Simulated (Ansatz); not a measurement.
Ga2O3 in space group R-3m (No. 166; Ga on 6c, O on 3a, O on 6c), LDA (plane waves, PAW; program Ansatz), all energies at zero smearing, with the estimated change up to a 700 eV cutoff added, with one set of potentials and settings (totals compare only within such a set). Cell of 5 atoms (2 Ga, 3 O): -9081.108 eV.

```tsv
element	reference phase	E (eV/atom)
Ga	Cmce, 4 atoms in the cell	-3706.9858
O	C2/m, 4 atoms in the cell, spin-polarised	-552.6597
```

Formation energy per atom, worked out: (-9081.108 − 2×(-3706.9858) − 3×(-552.6597))/5 = -1.832 eV/atom (-177 kJ per mol of atoms), at 0 K, without zero-point energy or fitted corrections.

The cell is a constructed one: a structure type filled with these elements; neither database checked (COD, Materials Project) lists it. It is not the phase usual at ambient conditions (space group No. 12, 167). The LDA relaxation kept the symmetry of its start. At this level the phase is dynamically unstable (imaginary phonons). A crystal of weakly bound layers computed without a dispersion correction: the cell and the soft elastic constants depend strongly on that. The references are the lowest solids computed at this level, not always the standard phases (solids in place of the gases).

Potentials: the earlier of the program's two PAW sets.
